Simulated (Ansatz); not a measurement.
This Cs2Cl structure is the end of a relaxation. The cell was found from a structure generator's guess, not taken from experiment.

These are results of DFT PBE, scalar-relativistic, plane waves, PAW in Ansatz 0.2.0, not measurements. Cutoff 420 eV, Γ-centred mesh, Gaussian smearing, no spin polarisation.

```
CELL_PARAMETERS angstrom
0.00000 4.39635 4.39635
4.39635 0.00000 4.39635
4.39635 4.39635 0.00000
ATOMIC_POSITIONS crystal
Cs 0.25000 0.25000 0.25000
Cs 0.75000 0.75000 0.75000
Cl 0.00000 0.00000 0.00000
```

Formation energies are uncorrected and refer to the elements' standard structures at the same level (Cl₂ as a molecule).

Task: What space group does it have?

Result: Fm-3m (No. 225), the anti-fluorite type. Conventional cell: a = 8.793 Å. Cs has 4 Cl at 3.81 Å and 6 Cs at 4.40 Å; around Cl lie 8 Cs at 3.81 Å.

Task: How far does it lie from the elements in energy?

Result: −1.12 eV/atom. It lies below the elements, which doesn't yet make it stable against other compounds or structures.

Task: Is it a metal?

Result: Yes, bands cross the Fermi level on the 9×9×9 mesh.

The last run used a 9×9×9 mesh for its 3-atom cell and Gaussian smearing of 0.10 eV. The end has R-3m (No. 166) at a tolerance of 0.01 Å; the cell shown is made exact in the group found at 0.05 Å. An odd number of electrons in the primitive cell allows no gap without spin; a larger cell or a magnetic state could open one. The cell is a metal run without spin; a magnetic state may lie lower. A structure relaxed within its symmetry needn't be a true minimum.
